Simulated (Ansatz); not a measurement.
BN:
```yaml
crystal:
  lattice:
    - [2.56008, 0.00000, 0.00000]
    - [-1.28004, 2.21710, 0.00000]
    - [0.00000, 0.00000, 12.59485]
  atoms:
    - { symbol: B, position: [0.00000, 0.00000, 0.00006] }
    - { symbol: B, position: [0.00000, 0.00000, 0.50006] }
    - { symbol: B, position: [0.66667, 0.33333, 0.83268] }
    - { symbol: B, position: [0.33333, 0.66667, 0.33268] }
    - { symbol: B, position: [0.66667, 0.33333, 0.16656] }
    - { symbol: B, position: [0.33333, 0.66667, 0.66656] }
    - { symbol: N, position: [0.00000, 0.00000, 0.87440] }
    - { symbol: N, position: [0.00000, 0.00000, 0.37440] }
    - { symbol: N, position: [0.66667, 0.33333, 0.70808] }
    - { symbol: N, position: [0.33333, 0.66667, 0.20808] }
    - { symbol: N, position: [0.66667, 0.33333, 0.04191] }
    - { symbol: N, position: [0.33333, 0.66667, 0.54191] }
```

Relaxed with PBE.

Question: Map the valence electron density (e/Å³), cut off at 1 on the plane through (0.000, 0.000, 0.000) spanned by u = [0, 0, 1] and v = [1, -1, 0] in lattice vectors, from plane-wave PAW PBE (Ansatz code).

Answer: x is the fraction of u, y of v (the angle between them is 90°; rows are the nearest grid lines); atoms in the plane: B at (0.00, 0.00), B at (0.50, 0.00), B at (0.83, 0.67), B at (0.33, 0.33), B at (0.17, 0.67), B at (0.67, 0.33), N at (0.87, 0.00), N at (0.37, 0.00), N at (0.71, 0.67), N at (0.21, 0.33).
```
|.==.        -@@@@@@*==.        -@@@@@@*.|
|-*=.        -@@@@@@*+=.        -@@@@@@*-|
|#@*:. ....  :@@@@@*+*=.  ..:. .-@@@@@#*#|
|@@%=:.:::.  :*@@@+--+-.  :=+=:.-@@@@*=+@|
|@@@%=--==:. .-**=:.:-:. .-%@@+-=%@@*-:=@|
|@@@@#++*+-.  .::.. .:.  .+@@@@**#@#=..=@|
|@@@@@%++*-.   ..    .   .#@@@@@#+**:..+@|
|@@@@@@=:+-.             :%@@@@@%:-+: .+@|
|@@@@@@=-+-.             :%@@@@@%-=+: .+@|
|@@@@@#*##=.  ...    ..  :#@@@@@*+*+: .=@|
|@@@@*+*@@*:...::.  .--:.:*@@@@+=+*=: .-@|
|+%%+--*@@@+::-=-.  :%%+--*@@@+::-=-.  :+|
|:--:.:*@@@@+=+*=: .-@@@*+*@@*:...::.  .:|
|...  :#@@@@@*+*+: .=@@@@#*##=.  ...    .|
|     :%@@@@@%-=+: .+@@@@@=-+-.          |
|     :%@@@@@%:-+: .+@@@@@=:+-.          |
| .   .#@@@@@#+**:..+@@@@%++*-.   ..     |
|.:.  .+@@@@**#@#=..=@@@#++*+-.  .::.. ..|
|--:. .-%@@+-=%@@*-:=@@%=--==:. .-**=:.:-|
|++-.  :=+=:.-@@@@*=+@%=:.:::.  :*@@@+--+|
|+*=.  ..:. .-@@@@@#*@*:. ....  :@@@@@*++|
|-+=.        -@@@@@@**=.        -@@@@@@*-|
|.==.        -@@@@@@*==.        -@@@@@@*.|
```
Scale: ten equal steps from 0.067 (start of ' ') to 1.00 (end of '@'), in the order ' .:-=+*#%@'; x runs from 0.000 to 1.00, y from 0.000 (bottom) to 1.00 (top).

The density is the valence pseudo-density with augmentation charge, so density and ELF within about 1 Å of a nucleus are not all-electron values.

Space group P6_3mc. The cell is a constructed one: a structure type filled with these elements. Its sites differ from those of the usual phase in this space group: another stacking or structure type. Symmetry was held in the PBE relaxation; its stability against distortions is not shown here.

Potentials: the later of the program's two PAW sets.
